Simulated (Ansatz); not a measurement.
Relaxed-ion elastic tensor of InCu (NiAs type, P6_3/mmc) in GPa (Voigt order), DFT-LDA in the program Ansatz with PAW potentials; density 8.43 g/cm³, 17.57 Å³ per atom.

```
 111  88.3  79.9   0.0   0.0   0.0
88.3   111  79.9   0.0   0.0   0.0
79.9  79.9   147   0.0   0.0   0.0
 0.0   0.0   0.0  32.0   0.0   0.0
 0.0   0.0   0.0   0.0  32.0   0.0
 0.0   0.0   0.0   0.0   0.0  11.4
```

Question: Is the crystal mechanically stable?

Answer: Yes: the smallest eigenvalue of C is 11.4 GPa.

Question: Work out the Voigt, Reuss and Hill averages.

Answer: K_V = 96.2, K_R = 95.2, K_H = 95.7; G_V = 23.1, G_R = 18.3, G_H = 20.7 GPa.

Question: Give Young's modulus, Poisson's ratio, Pugh's ratio and the universal anisotropy index.

Answer: E = 9KG/(3K + G) = 57.9 GPa; ν = 0.40; K/G = 4.62 (ductile by the Pugh limit of 1.75); A_U = 5G_V/G_R + K_V/K_R − 6 = 1.33.

Question: Estimate the sound speeds and the Debye temperature.

Answer: v_l = √((K + 4G/3)/ρ) = 3820 m/s, v_t = √(G/ρ) = 1570 m/s, mean 1770 m/s; Θ = (h/k)(3n/4πV)^(1/3) v_m = 203 K.

Question: Solve the Christoffel equation for the three sound speeds along x, y, z.

Answer: Eigenvalues of C_ijkl n_j n_l equal ρv². In km/s, slowest first: x 1.16, 1.95, 3.63; y 1.16, 1.95, 3.63; z 1.95, 1.95, 4.18.

Question: How much does each axis shrink under pressure?

Answer: Linear compressibilities β_i = Σ_j S_ij (j = 1 to 3): x 4.1, y 4.1, z 2.4 per TPa.

The workflow started from a Materials Project entry (that database holds measured and hypothetical structures alike); the Crystallography Open Database copy checked does not list it. Its standing as an ambient phase is unchecked. The LDA relaxation kept the symmetry of its start; whether a distortion lowers the energy is not shown. The run is not spin-polarised. As this level gives no gap, shear constants depend on the k-mesh and smearing (Fermi–Dirac, 0.1 eV here).

Potentials: the later of the program's two PAW sets.
